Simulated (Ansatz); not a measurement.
The calculation used Ansatz 0.2.0, DFT PBE, scalar-relativistic, plane waves, PAW. All cells share a 420 eV cutoff and Γ-centred k meshes spaced at most about 0.3 Å⁻¹ (about 0.25 or finer for metals, 2π included). No spin polarisation in the final relaxations.

All energies are static (0 K, no zero-point motion).

Compare these two cells of TeP2, each relaxed at this level.

A.

```
Te P
1.0
     4.17133    0.00000    0.00000
    -2.08566    3.61247    0.00000
     0.00000    0.00000    5.25085
Te P
1 2
Direct
  0.00000 0.00000 0.00000
  0.66667 0.33333 0.69709
  0.66667 0.33333 0.30291
```

B.

```
Te P
1.0
     4.47237    0.00000    0.00000
     0.00000    8.72102    0.00000
    -0.07644    0.00000    5.09633
Te P
2 4
Direct
  0.48792 0.49758 0.49928
  0.51208 0.99758 0.50072
  0.21258 0.16773 0.79740
  0.78480 0.66875 0.80371
  0.21520 0.16875 0.19629
  0.78742 0.66773 0.20260
```

Task: Which would you expect to be lower, and how large is the difference?

Result: B is lower, by 66 meV/atom. A has space group P-6m2 (No. 187), 26.4 Å³/atom and no gap on its mesh; B has space group P2_1 (No. 4), 33.1 Å³/atom and a gap of 0.30 eV. Counting all near atoms (for each partner element, those within 1.25 times its shortest distance or 1.15 times the sum of covalent radii, where it is the nearest in units of that sum or under 1.3; a plus sign parts groups by distance over the sum of covalent radii), A has Te 6, P 1+3 and B has Te 2, P 2. A and B both hold P–P pairs. Even the lower one lies +0.42 eV/atom against the reference forms of the elements (uncorrected), so neither is stable at this level. Both come from invented guesses.

Weakly bound directions are ill-defined at this level, which has no dispersion term (P2_1), and this can change margins and order among such cells. These runs have no spin–orbit coupling, which can matter for Te. Kohn–Sham gaps at this level usually fall short of measured ones. The missing spin–orbit coupling can work the other way here. Cells relaxed within their symmetry can be saddle points. The P2_1 cell of TeP2 came from shaking the P-6m2 one.
